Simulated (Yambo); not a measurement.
BSE-type run in Yambo on Cs$_{2}$PdBr$_{6}$ (space group Fm-3m, No. 225), at zero momentum.

Quantum ESPRESSO step (PBEsol, PseudoDojo standard norm-conserving files, scalar-relativistic):
```
&CONTROL
  calculation = 'nscf'
  pseudo_dir = './pseudo'
  outdir = './out'
/
&SYSTEM
  ibrav = 0
  nat = 9
  ntyp = 3
  ecutwfc = 82.0
  ecutrho = 328.0
  occupations = 'fixed'
  force_symmorphic = .true.
  nbnd = 158
/
&ELECTRONS
  conv_thr = 9.000000000000001e-09
  diago_full_acc = .true.
  diago_thr_init = 1e-08
/
ATOMIC_SPECIES
Br 79.9040 Br.upf
Pd 106.4200 Pd.upf
Cs 132.9055 Cs.upf
CELL_PARAMETERS angstrom
  0.000000000000   5.378125000000   5.378125000000
  5.378125000000   0.000000000000   5.378125000000
  5.378125000000   5.378125000000   0.000000000000
ATOMIC_POSITIONS crystal
Br   0.767940000000   0.232060000000   0.232060000000
Br   0.232060000000   0.767940000000   0.767940000000
Br   0.232060000000   0.767940000000   0.232060000000
Br   0.767940000000   0.232060000000   0.767940000000
Br   0.232060000000   0.232060000000   0.767940000000
Br   0.767940000000   0.767940000000   0.232060000000
Pd   0.000000000000   0.000000000000   0.000000000000
Cs   0.250000000000   0.250000000000   0.250000000000
Cs   0.750000000000   0.750000000000   0.750000000000
K_POINTS automatic
4 4 4 0 0 0
```

Yambo input:
```
rim_cut
optics
bse
bss
dipoles
em1s
RandQpts= 1000000
RandGvec= 1 Ry
FFTGvecs= 40 Ry
Chimod= "HARTREE"
BSKmod= "SEX"
BSEmod= "resonant"
BSSmod= "hs"
BSENGexx= 15 Ry
BSENGBlk= 3 Ry
% KfnQP_E
 1.701 | 1.0 | 1.0 |
%
% BSEQptR
 1 | 1 |
%
% BSEBands
 20 | 41 |
%
% BEnRange
 0.0 | 7.6 | eV
%
% BDmRange
 0.15 | 0.15 | eV
%
BEnSteps= 152
% BLongDir
 1.0 | 0.0 | 0.0 |
%
BSHayTrs= -0.02
BSSNEig= 24
WRbsWF
% BndsRnXs
 5 | 152 |
%
NGsBlkXs= 3 Ry
% LongDrXs
 1.0 | 1.0 | 1.0 |
%
```

From the report:

The dimension is k points × valence × conduction bands = 64 × 20 × 2 = 2560.
```
   [SLEPC] Approach                          : Krylov-Schur
   [SLEPC] Number of requested eigenvalues   :  24
   [SLEPC] Number of eigenvalues        [NEV]:  24
    [K] Dimension                                    :  2560
    [K] Bands                                        :   20   41
    [K] Exchange res                                 : yes
    [K] Correlation res                              : yes
    [K] W interaction is bare                        : no
    [K] RL vectors exchange                          :  2109
    [K] RL vectors correlation                       :  181
    [W] Matrix size                                  :  181
    [W] Bands                                        :    5  152
    [W] Coulomb Cutoff                               : none
    [W] Hxc Kernel                                   : HARTREE
```
Lowest eigenvalues (eV; in brackets the number of states within 2 meV): 1.84 (3), 1.91 (3), 1.98 (3), 2.17 (3), 2.22 (3), 2.34 (3). They depend on the mesh, which isn't converged, and on the G0W0 scissor.

Spin-orbit coupling is not included.

Geometry of the Materials Project entry, not relaxed at this level.

The structure is a Materials Project entry; no match was found in the copy of COD used, and its stability was not checked.
